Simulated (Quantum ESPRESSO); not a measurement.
## Ti4O6NF (finding a planted mistake in a log)

Computed values, not a measurement. The program is pw.x of Quantum ESPRESSO 7.5 (plane-wave density functional theory). The cell is made up: 12 atoms on a rutile lattice, with randomly drawn elements, strain and displacements, not relaxed. PseudoDojo standard norm-conserving files (v0.5 for PBE, v0.4.1 for LDA and PBEsol) set the functional; there is no spin polarisation, spin-orbit coupling or dispersion term, and the masses in the input are unused placeholders.

Intended input:

```
&control calculation='scf', pseudo_dir='./dojo.nc.sr.pbe.v0_5.standard.upf', outdir='./o', disk_io='low', tprnfor=.true., tstress=.true. /
&system ibrav=0, nat=12, ntyp=4, nbnd=54, ecutwfc=84.00895049, nosym=.true., tot_charge=0,
 occupations='smearing', smearing='fd', degauss=0.0018374661
/
&electrons conv_thr=7.350e-09, electron_maxstep=60, /
ATOMIC_SPECIES
F 1.0 F.upf
N 1.0 N.upf
O 1.0 O.upf
Ti 1.0 Ti.upf
CELL_PARAMETERS angstrom
4.6966 0.0347 0.0276
0.0347 4.5952 -0.0152
0.0352 -0.0194 5.8163
ATOMIC_POSITIONS angstrom
Ti -0.0016 0.001 0.0238
Ti 2.3666 2.3053 1.5142
Ti 0.0371 -0.0183 2.9396
Ti 2.4143 2.2707 4.3768
O 1.4341 1.3726 0.1621
O 3.2753 3.2045 -0.048
O 3.7858 1.0057 1.4743
N 0.9629 3.7059 1.4458
O 1.4349 1.2991 2.8902
F 3.3611 3.2121 2.9314
O 3.7379 0.8668 4.4815
O 1.0121 3.6714 4.3069
K_POINTS automatic
5 5 4 1 1 1
```

The log is shortened where brackets say so; the opening notice, blank lines, dates and the lines on written files are dropped, and the path of the files is cut. It prints rydbergs, bohrs and kilobars, and counts compression as positive stress. Where no state is partly filled, the Fermi energy that it prints is only some level between the filled and the empty states on the mesh, and need not lie in the true gap.

Log of the intended run:

```
     Program PWSCF v.7.5
     Parallel version (MPI & OpenMP), running on       4 processor cores
     Number of MPI processes:                 4
     Threads/MPI process:                     1
     [start-up lines left out]
     bravais-lattice index     =            0
     lattice parameter (alat)  =       8.8757  a.u.
     unit-cell volume          =     847.0066 (a.u.)^3
     number of atoms/cell      =           12
     number of atomic types    =            4
     number of electrons       =        96.00
     number of Kohn-Sham states=           54
     kinetic-energy cutoff     =      84.0090  Ry
     charge density cutoff     =     336.0358  Ry
     scf convergence threshold =      7.3E-09
     mixing beta               =       0.7000
     number of iterations used =            8  plain     mixing
     Exchange-correlation= PBE
                           (   1   4   3   4   0   0   0)
     [axes and pseudopotential details left out]
   Cartesian axes
     site n.     atom                  positions (alat units)
         1        Ti     tau(   1) = (  -0.0003407   0.0002129   0.0050673  )
         2        Ti     tau(   2) = (   0.5038740   0.4908226   0.3223891  )
         3        Ti     tau(   3) = (   0.0078990  -0.0038963   0.6258717  )
         4        Ti     tau(   4) = (   0.5140298   0.4834559   0.9318667  )
         5        O      tau(   5) = (   0.3053349   0.2922409   0.0345128  )
         6        O      tau(   6) = (   0.6973458   0.6822717  -0.0102197  )
         7        O      tau(   7) = (   0.8060366   0.2141241   0.3138939  )
         8        N      tau(   8) = (   0.2050115   0.7890250   0.3078260  )
         9        O      tau(   9) = (   0.3055053   0.2765920   0.6153539  )
        10        F      tau(  10) = (   0.7156135   0.6838898   0.6241258  )
        11        O      tau(  11) = (   0.7958381   0.1845508   0.9541584  )
        12        O      tau(  12) = (   0.2154867   0.7816796   0.9169842  )
     number of k points=    50  Fermi-Dirac smearing, width (Ry)=  0.0018
                       cart. coord. in units 2pi/alat
        k(    1) = (   0.0986607   0.1017992   0.1006831), wk =   0.0400000
        k(    2) = (   0.0974692   0.1024760   0.3025739), wk =   0.0400000
     [further k points left out]
     Dense  grid:    88057 G-vectors     FFT dimensions: (  54,  54,  72)
     Estimated max dynamical RAM per process >     257.73 MB
     Estimated total dynamical RAM >     966.42 MB
     Initial potential from superposition of free atoms
     starting charge      95.9936, renormalised to      96.0000
     Starting wfcs are   72 randomized atomic wfcs
     total cpu time spent up to now is        9.5 secs
     per-process dynamical memory:   207.3 Mb
     Self-consistent Calculation
     iteration #  1     ecut=    84.01 Ry     beta= 0.70
     Davidson diagonalization with overlap
     ethr =  1.00E-02,  avg # of iterations =  2.0
     total cpu time spent up to now is       23.5 secs
     total energy              =    -741.32142785 Ry
     estimated scf accuracy    <       5.86938963 Ry
     iteration #  2     ecut=    84.01 Ry     beta= 0.70
     Davidson diagonalization with overlap
     ethr =  6.11E-03,  avg # of iterations =  7.0
     total cpu time spent up to now is       52.8 secs
     total energy              =    -734.47318617 Ry
     estimated scf accuracy    <      75.52222444 Ry
     [iterations 3 to 20 left out]
     iteration # 21     ecut=    84.01 Ry     beta= 0.70
     Davidson diagonalization with overlap
     ethr =  4.35E-11,  avg # of iterations =  1.8
     total cpu time spent up to now is      397.0 secs
     total energy              =    -744.58964825 Ry
     estimated scf accuracy    <       0.00000001 Ry
     iteration # 22     ecut=    84.01 Ry     beta= 0.70
     Davidson diagonalization with overlap
     ethr =  1.22E-11,  avg # of iterations =  5.0
     total cpu time spent up to now is      417.1 secs
     End of self-consistent calculation
     [lines on levels left out]
     the Fermi energy is    10.2945 ev
!    total energy              =    -744.58964825 Ry
     estimated scf accuracy    <          1.0E-09 Ry
     smearing contrib. (-TS)   =      -0.00000000 Ry
     internal energy E=F+TS    =    -744.58964825 Ry
     The total energy is F=E-TS. E is the sum of the following terms:
     one-electron contribution =    -254.69169985 Ry
     hartree contribution      =     175.03566834 Ry
     xc contribution           =    -137.22156440 Ry
     ewald contribution        =    -527.71205234 Ry
     convergence has been achieved in  22 iterations
     Forces acting on atoms (cartesian axes, Ry/au):
     atom    1 type  4   force =     0.03004564   -0.02259963    0.07680297
     atom    2 type  4   force =    -0.09109577   -0.02076452   -0.12897595
     atom    3 type  4   force =     0.09097173    0.04210881   -0.08267958
     atom    4 type  4   force =    -0.05434257   -0.05262818    0.14812123
     atom    5 type  3   force =     0.02566611    0.02787973   -0.06806272
     atom    6 type  3   force =    -0.00991008   -0.00964096   -0.01088604
     atom    7 type  3   force =     0.01231549   -0.02953093    0.02754464
     atom    8 type  2   force =    -0.01731074   -0.00825981    0.03018554
     atom    9 type  3   force =     0.04063138    0.05547810    0.03409286
     atom   10 type  1   force =    -0.00426729   -0.00014838    0.02160555
     atom   11 type  3   force =    -0.01945560    0.03283769   -0.05783862
     atom   12 type  3   force =    -0.00324831   -0.01473193    0.01009013
     Total force =     0.313323     Total SCF correction =     0.000103
     Computing stress (Cartesian axis) and pressure
          total   stress  (Ry/bohr**3)                   (kbar)     P=       78.26
   0.00028022   0.00016910   0.00004648           41.22       24.88        6.84
   0.00016910   0.00049182  -0.00001036           24.88       72.35       -1.52
   0.00004648  -0.00001036   0.00082391            6.84       -1.52      121.20
     init_run     :      9.07s CPU      9.39s WALL (       1 calls)
     electrons    :    405.61s CPU    407.67s WALL (       1 calls)
     forces       :      2.22s CPU      2.26s WALL (       1 calls)
     stress       :      7.47s CPU      7.47s WALL (       1 calls)
     [timing details left out]
     PWSCF        :   7m 4.59s CPU   7m 7.12s WALL
     JOB DONE.
```

A second run was made from an input with one planted mistake. Its log:

```
     Program PWSCF v.7.5
     Parallel version (MPI & OpenMP), running on       4 processor cores
     Number of MPI processes:                 4
     Threads/MPI process:                     1
     [start-up lines left out]
     bravais-lattice index     =            0
     lattice parameter (alat)  =       8.8757  a.u.
     unit-cell volume          =     847.0066 (a.u.)^3
     number of atoms/cell      =           12
     number of atomic types    =            4
     number of electrons       =        96.00
     number of Kohn-Sham states=           54
     kinetic-energy cutoff     =      43.2907  Ry
     charge density cutoff     =     173.1628  Ry
     scf convergence threshold =      7.3E-09
     mixing beta               =       0.7000
     number of iterations used =            8  plain     mixing
     Exchange-correlation= PBE
                           (   1   4   3   4   0   0   0)
     [axes and pseudopotential details left out]
   Cartesian axes
     site n.     atom                  positions (alat units)
         1        Ti     tau(   1) = (  -0.0003407   0.0002129   0.0050673  )
         2        Ti     tau(   2) = (   0.5038740   0.4908226   0.3223891  )
         3        Ti     tau(   3) = (   0.0078990  -0.0038963   0.6258717  )
         4        Ti     tau(   4) = (   0.5140298   0.4834559   0.9318667  )
         5        O      tau(   5) = (   0.3053349   0.2922409   0.0345128  )
         6        O      tau(   6) = (   0.6973458   0.6822717  -0.0102197  )
         7        O      tau(   7) = (   0.8060366   0.2141241   0.3138939  )
         8        N      tau(   8) = (   0.2050115   0.7890250   0.3078260  )
         9        O      tau(   9) = (   0.3055053   0.2765920   0.6153539  )
        10        F      tau(  10) = (   0.7156135   0.6838898   0.6241258  )
        11        O      tau(  11) = (   0.7958381   0.1845508   0.9541584  )
        12        O      tau(  12) = (   0.2154867   0.7816796   0.9169842  )
     number of k points=    50  Fermi-Dirac smearing, width (Ry)=  0.0018
                       cart. coord. in units 2pi/alat
        k(    1) = (   0.0986607   0.1017992   0.1006831), wk =   0.0400000
        k(    2) = (   0.0974692   0.1024760   0.3025739), wk =   0.0400000
     [further k points left out]
     Dense  grid:    32579 G-vectors     FFT dimensions: (  40,  40,  48)
     Estimated max dynamical RAM per process >      97.76 MB
     Estimated total dynamical RAM >     367.17 MB
     Check: negative core charge=   -0.000343
     Initial potential from superposition of free atoms
     starting charge      95.9936, renormalised to      96.0000
     Starting wfcs are   72 randomized atomic wfcs
     total cpu time spent up to now is        4.6 secs
     per-process dynamical memory:    82.1 Mb
     Self-consistent Calculation
     iteration #  1     ecut=    43.29 Ry     beta= 0.70
     Davidson diagonalization with overlap
     ethr =  1.00E-02,  avg # of iterations =  2.0
     total cpu time spent up to now is       10.8 secs
     total energy              =    -740.43919491 Ry
     estimated scf accuracy    <       5.21873471 Ry
     iteration #  2     ecut=    43.29 Ry     beta= 0.70
     Davidson diagonalization with overlap
     ethr =  5.44E-03,  avg # of iterations =  6.2
     total cpu time spent up to now is       22.1 secs
     total energy              =    -734.70007211 Ry
     estimated scf accuracy    <      56.65060226 Ry
     [iterations 3 to 24 left out]
     iteration # 25     ecut=    43.29 Ry     beta= 0.70
     Davidson diagonalization with overlap
     ethr =  9.83E-11,  avg # of iterations =  4.4
     total cpu time spent up to now is      180.0 secs
     total energy              =    -743.20345095 Ry
     estimated scf accuracy    <       0.00000003 Ry
     iteration # 26     ecut=    43.29 Ry     beta= 0.70
     Davidson diagonalization with overlap
     ethr =  3.24E-11,  avg # of iterations =  5.5
     total cpu time spent up to now is      187.1 secs
     End of self-consistent calculation
     [lines on levels left out]
     the Fermi energy is    10.6083 ev
!    total energy              =    -743.20345096 Ry
     estimated scf accuracy    <          3.2E-09 Ry
     smearing contrib. (-TS)   =      -0.00000000 Ry
     internal energy E=F+TS    =    -743.20345096 Ry
     The total energy is F=E-TS. E is the sum of the following terms:
     one-electron contribution =    -251.24438375 Ry
     hartree contribution      =     172.44484857 Ry
     xc contribution           =    -136.69186343 Ry
     ewald contribution        =    -527.71205235 Ry
     convergence has been achieved in  26 iterations
     Forces acting on atoms (cartesian axes, Ry/au):
     atom    1 type  4   force =     0.02967454   -0.02183103    0.08212232
     atom    2 type  4   force =    -0.09714841   -0.02856311   -0.13442104
     atom    3 type  4   force =     0.10253912    0.03745581   -0.08245739
     atom    4 type  4   force =    -0.04752903   -0.04844625    0.15704828
     atom    5 type  3   force =     0.02858424    0.03066955   -0.06290641
     atom    6 type  3   force =    -0.01274852   -0.01138792   -0.02212966
     atom    7 type  3   force =     0.00762885   -0.02931909    0.02751867
     atom    8 type  2   force =    -0.01877966   -0.00718037    0.03173032
     atom    9 type  3   force =     0.03766825    0.05490387    0.03299434
     atom   10 type  1   force =    -0.00372738   -0.00008974    0.01873639
     atom   11 type  3   force =    -0.01840555    0.03689550   -0.05467630
     atom   12 type  3   force =    -0.00775644   -0.01310722    0.00644049
     Total force =     0.323795     Total SCF correction =     0.000221
     Computing stress (Cartesian axis) and pressure
          total   stress  (Ry/bohr**3)                   (kbar)     P=     -851.09
  -0.00605672   0.00025785   0.00001953         -890.97       37.93        2.87
   0.00025785  -0.00582139  -0.00002827           37.93     -856.36       -4.16
   0.00001953  -0.00002827  -0.00547866            2.87       -4.16     -805.94
     init_run     :      4.32s CPU      4.43s WALL (       1 calls)
     electrons    :    181.48s CPU    182.50s WALL (       1 calls)
     forces       :      0.85s CPU      0.87s WALL (       1 calls)
     stress       :      2.89s CPU      2.89s WALL (       1 calls)
     [timing details left out]
     PWSCF        :   3m 9.76s CPU   3m10.97s WALL
     JOB DONE.
```

Question: what was wrong in the second input?

Answer: the plane-wave cutoff is too low. The input lines that differ, file-writing options aside:

```
- &system ibrav=0, nat=12, ntyp=4, nbnd=54, ecutwfc=84.00895049, nosym=.true., tot_charge=0,
+ &system ibrav=0, nat=12, ntyp=4, nbnd=54, ecutwfc=43.29070152, nosym=.true., tot_charge=0,
```

|  | intended run | run with the mistake |
| --- | --- | --- |
| free energy (eV) | -10130.658 | -10111.798 |
| smearing term -TS (eV) | 0.0000 | 0.0000 |
| pressure (GPa) | 7.83 | -85.11 |
| largest force component (eV/Å) | 3.808 | 4.038 |
| largest change of a force component (eV/Å) |  | 0.297 |
| iterations | 22 | 26 |

For scale, a rerun of the intended cell at a cutoff of 1437 eV and k mesh 7 x 7 x 6 moved values by no more than 0.004 eV in energy, 0.05 GPa in stress and 0.002 eV/Å in force.